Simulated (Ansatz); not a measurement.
# Density of states of SiC

```
Si C
1.0
     3.09197    0.00000    0.00000
    -1.54598    2.67772    0.00000
     0.00000    0.00000    5.07433
Si C
2 2
Direct
  0.33333 0.66667 0.00008
  0.66667 0.33333 0.50008
  0.33333 0.66667 0.37592
  0.66667 0.33333 0.87592
```

Conventional cell: a = 3.092 Å, b = 3.092 Å, c = 5.074 Å, α = 90.00°, β = 90.00°, γ = 120.00°. Around Si (atom 1) lie 4 C at 1.89 to 1.91 Å. C (atom 3) has 4 Si at 1.89 to 1.91 Å as nearest neighbours.

The cell was built from the wurtzite type and relaxed in the same program, and has space group P6_3mc; it needn't be a known or the stable phase.

Level of theory: Ansatz 0.2.0, DFT, PBE, all-electron LAPW, scalar-relativistic.

Numerical set-up: a Γ-centred 13×13×7 k mesh, Fermi–Dirac smearing of 0.08 eV, basis error target 1 meV/atom, no spin polarisation.

States per eV and cell, averaged over 0.6 eV, from -12.4 to 4.8 eV, with energies (bin centres) from the valence-band top; empty bins are left out. The partial columns, the largest 3 alone, are projections on Löwdin-orthogonalised atomic shells (those that the program's projection atoms carry: the occupied ones and, for some elements, an empty d or f shell; other empty shells have no column), summed over atoms of an element. Weights on diffuse s and p shells depend on that basis and aren't pure angular character.

| E (eV) | total | C 2p | Si 3p | C 2s |
| --- | --- | --- | --- | --- |
| -12.2 | 1.12 | 0.08 | 0.31 | 0.49 |
| -11.6 | 1.14 | 0.07 | 0.34 | 0.54 |
| -11.0 | 1.20 | 0.04 | 0.41 | 0.64 |
| -10.4 | 0.77 | 0.02 | 0.29 | 0.43 |
| -8.6 | 0.03 | 0.02 | 0.01 | 0.00 |
| -8.0 | 0.95 | 0.48 | 0.16 | 0.03 |
| -7.4 | 1.70 | 0.84 | 0.26 | 0.10 |
| -6.8 | 0.96 | 0.47 | 0.18 | 0.10 |
| -6.2 | 1.06 | 0.52 | 0.25 | 0.13 |
| -5.6 | 1.14 | 0.58 | 0.34 | 0.10 |
| -5.0 | 1.24 | 0.67 | 0.36 | 0.09 |
| -4.4 | 1.41 | 0.80 | 0.44 | 0.07 |
| -3.8 | 1.53 | 0.90 | 0.45 | 0.08 |
| -3.2 | 1.94 | 1.21 | 0.58 | 0.06 |
| -2.6 | 2.26 | 1.48 | 0.63 | 0.05 |
| -2.0 | 2.68 | 1.89 | 0.67 | 0.04 |
| -1.4 | 1.85 | 1.39 | 0.39 | 0.02 |
| -0.8 | 0.96 | 0.78 | 0.14 | 0.01 |
| -0.2 | 0.28 | 0.25 | 0.02 | 0.00 |
| 2.2 | 0.00 | 0.00 | 0.00 | 0.00 |
| 2.8 | 0.18 | 0.03 | 0.08 | 0.02 |
| 3.4 | 1.10 | 0.14 | 0.47 | 0.17 |
| 4.0 | 1.36 | 0.20 | 0.59 | 0.19 |
| 4.6 | 1.36 | 0.20 | 0.59 | 0.19 |

Q: Which of the resolved shells contributes most in the top eV of the valence band?

A: C 2p, with 83 % of all states there; Si 3p follows with 13 %.
